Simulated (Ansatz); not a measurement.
Stability checks on a candidate for Ir2Rh

The cell was found from a structure generator's guess, not taken from experiment.

These are results of DFT PBE, scalar-relativistic, plane waves, PAW (Ansatz), not measurements. Settings of the last relaxation (6-atom cell): 420 eV, 18×18×4 k points, Gaussian smearing of 0.10 eV, no spin polarisation.

```cif
data_structure
_symmetry_space_group_name_H-M 'P 1'
_symmetry_Int_Tables_number 1
_cell_length_a 2.7407
_cell_length_b 2.7407
_cell_length_c 13.2918
_cell_angle_alpha 90.000
_cell_angle_beta 90.000
_cell_angle_gamma 120.000
_cell_volume 86.47
loop_
_atom_site_label
_atom_site_type_symbol
_atom_site_fract_x
_atom_site_fract_y
_atom_site_fract_z
_atom_site_occupancy
Ir1 Ir 0.33333 0.66667 0.91592 1
Ir2 Ir 0.33333 0.66667 0.25093 1
Ir3 Ir 0.66667 0.33333 0.08408 1
Ir4 Ir 0.66667 0.33333 0.74907 1
Rh1 Rh 0.33333 0.66667 0.58339 1
Rh2 Rh 0.66667 0.33333 0.41661 1
```

Energies over the elements count from the elements' standard structures at the same level, with no fitted energy shifts.

Problem. These tests were run: energy against the elements; phonons on a 3×3×1 q mesh; elastic tensor. What do they show?

Solution.

```csv
test,result
energy against the elements,+0.05 eV/atom
phonons on a 3×3×1 q mesh,no imaginary mode on the mesh
elastic tensor,least eigenvalue 81 GPa
```

It fails one test: energy against the elements. It may still be a metastable minimum.

These runs have no spin–orbit coupling, which can matter for Ir. The run for the phonons used an 18×18×4 k mesh and Fermi–Dirac smearing of 0.15 eV. The run for the elastic tensor used an 18×18×4 k mesh and Fermi–Dirac smearing of 0.15 eV.
